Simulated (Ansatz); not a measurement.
## Ansatz run, BiPd

Input file of Ansatz 0.2.0:

```yaml
crystal:
  lattice:
    - [4.26645463, 0.0, 0.0]
    - [-2.13322731, 3.69486065, 0.0]
    - [0.0, 0.0, 5.73903707]
  atoms:
    - { symbol: Bi, position: [0.33333, 0.66667, 0.25] }
    - { symbol: Bi, position: [0.66666, 0.33333, 0.75] }
    - { symbol: Pd, position: [0.0, 0.0, 0.0] }
    - { symbol: Pd, position: [0.0, 0.0, 0.5] }
  symmetry: { tolerance: 0.0003 }
kpoints:
  mp_grid: { grid: [9, 9, 6], shift: [0, 0, 0] }
  band_path:
    path:
      - [0.0, 0.0, 0.0]
      - [0.5, 0.0, 0.0]
      - [0.33333333, 0.33333333, 0.0]
      - [0.0, 0.0, 0.0]
      - [0.0, 0.0, 0.5]
      - [0.5, 0.0, 0.5]
      - [0.33333333, 0.33333333, 0.5]
      - [0.0, 0.0, 0.5]
      - [0.5, 0.0, 0.5]
      - [0.5, 0.0, 0.0]
      - [0.33333333, 0.33333333, 0.5]
    npoints: 6
magnetization:
  spin_polarized: false
scf:
  occupations: { method: gaussian, width: 0.1364 }
  lower_state_search: "off"
  max_iter: 200
hamiltonian:
  pseudopotentials: { kind: paw }
  xc: r2scan
basis:
  ecutwfc: 500
  fft_grid_basis: typed
output:
  forces: true
  stress: true
  eigenvalues: true
  bader: true
  populations: true
  elf: true
  write_potential: true
  volumetric_format: npy
  dos:
    e_range: [-12, 8]
    de: 0.05
    projected: { site_lists: { Bi: [Bi], Pd: [Pd] } }
checkpoint:
  read: saved_state
```

The run starts from an earlier solution of this cell. 

Parts of the output:

```
SCF iter   1: F=-38794.8049 eV  Δρ=2.53e-3  dr2=1.42e-3  dr2_τ=5.33e-3
SCF iter   2: F=-38794.8060 eV  Δρ=7.10e-4  dr2=4.48e-4  dr2_τ=6.30e-5
SCF iter   3: F=-38794.8062 eV  Δρ=2.53e-4  dr2=4.54e-5  dr2_τ=7.42e-6
SCF iter   4: F=-38794.8063 eV  Δρ=3.25e-5  dr2=7.86e-7  dr2_τ=8.82e-8
SCF iter   5: F=-38794.8063 eV  Δρ=9.94e-6  dr2=7.99e-8  dr2_τ=2.12e-9
Free energy (F): -38794.8063 eV
Harris-Foulkes:  -38794.8063 eV  (|F-HF|=2.36e-8)
Internal energy: -38794.7869 eV  (E = F + TS)
E sigma→0 (E₀):  -38794.7966 eV
Entropy (-TS):   -0.0193 eV (-4.830 meV/atom)
Fermi energy:    14.4575 eV
--- Forces (eV/Å), atoms counted from 1 ---
  atom   1  Bi     0.0000     0.0000     0.0000
  atom   2  Bi     0.0000     0.0000     0.0000
  atom   3  Pd     0.0000     0.0000     0.0000
  atom   4  Pd     0.0000     0.0000     0.0000
--- Stress (GPa, compression-positive) ---
       -0.0046       0.0000       0.0000
        0.0000      -0.0046       0.0000
        0.0000       0.0000      -0.0421
  P = ⅓ Tr σ = -0.0171 GPa (-0.171 kbar)
--- Löwdin populations: 4 sites ---
  site symbol       q [e]
     0     Bi     15.4267
     1     Bi     15.4267
     2     Pd     17.3792
     3     Pd     17.3792
  spilling = 0.0059 (of n_electrons = 66.0000)
--- Bader charges: 4 sites ---
  site symbol  charge [e]  shift [e]
     0     Bi      0.4262     0.0000
     1     Bi      0.4263     0.0000
     2     Pd     -0.4262     0.0000
     3     Pd     -0.4263     0.0000
```

Absolute energies hang on the potentials; compare differences alone.

Origin: a database entry at a rescaled volume.
